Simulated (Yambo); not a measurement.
Yambo run on Be3N2 (space group P6_3/mmc, No. 194). The wavefunctions come from this Quantum ESPRESSO step (LDA, PseudoDojo standard norm-conserving files, scalar-relativistic):

```
&CONTROL
  calculation = 'nscf'
  pseudo_dir = './pseudo'
  outdir = './out'
/
&SYSTEM
  ibrav = 0
  nat = 10
  ntyp = 2
  ecutwfc = 88.0
  ecutrho = 352.0
  occupations = 'fixed'
  force_symmorphic = .true.
  nbnd = 136
/
&ELECTRONS
  conv_thr = 1e-08
  diago_full_acc = .true.
  diago_thr_init = 1e-08
/
ATOMIC_SPECIES
Be 9.0122 Be.upf
N 14.0070 N.upf
CELL_PARAMETERS angstrom
  2.841679970000   0.000000000000   0.000000000000
 -1.420839985000   2.460967043000   0.000000000000
  0.000000000000   0.000000000000   9.746840000000
ATOMIC_POSITIONS crystal
Be   0.333333333000   0.666666667000   0.078490000000
Be   0.666666667000   0.333333333000   0.921510000000
Be   0.666666667000   0.333333333000   0.578490000000
Be   0.333333333000   0.666666667000   0.421510000000
Be   0.000000000000   0.000000000000   0.250000000000
Be   0.000000000000   0.000000000000   0.750000000000
N   0.000000000000   0.000000000000   0.000000000000
N   0.000000000000   0.000000000000   0.500000000000
N   0.333333333000   0.666666667000   0.250000000000
N   0.666666667000   0.333333333000   0.750000000000
K_POINTS automatic
6 6 2 0 0 0
```

Yambo input:

```
rim_cut
gw0
dyson
el_el_corr
HF_and_locXC
ppa
em1d
RandQpts= 1000000
RandGvec= 1 Ry
EXXRLvcs= 88 Ry
VXCRLvcs= 352 Ry
Chimod= "HARTREE"
% BndsRnXp
 7 | 135 |
%
NGsBlkXp= 8 Ry
% LongDrXp
 1.0 | 1.0 | 1.0 |
%
PPAPntXp= 27.2114 eV
% GbndRnge
 1 | 135 |
%
GTermKind= "BG"
DysSolver= "n"
ExtendOut
% QPkrange
 1 | 1 | 22 | 23 |
 7 | 7 | 22 | 23 |
%
```

k points by index: 1 = Γ, 7 = M.

Table of the .qp output:

```
#    K-point    Band    Eo [eV]    E [eV]    E-Eo [eV]    Vxc [eV]    Vnlxc [eV]    Sc|Eo [eV]    Sc|E [eV]    dSc/dw|Eo [eV]    Re(Z)    Im(Z)
#
    1    22    0.000000    -0.719782    -0.719782    -17.62069    -21.53550    3.024525    3.195029    -6.445189    0.808500    -0.001005
    1    23    6.248550    7.164823    0.916273    -13.85880    -8.269126    -4.476709    -4.673398    -5.840693    0.823287    -0.969847E-3
    7    22    -1.402488    -2.205978    -0.803490    -16.86245    -21.17902    3.319186    3.513076    -6.565618    0.805617    -0.001066
    7    23    3.291040    4.193922    0.902882    -11.55854    -6.662204    -3.825434    -3.993455    -5.063468    0.843113    -0.860411E-3
```
(The two width columns are left out.) Convergence of these settings isn't established.

Geometry of the Materials Project entry, not relaxed at this level.

The structure is a Materials Project entry; no match was found in the copy of COD used, and its stability was not checked.
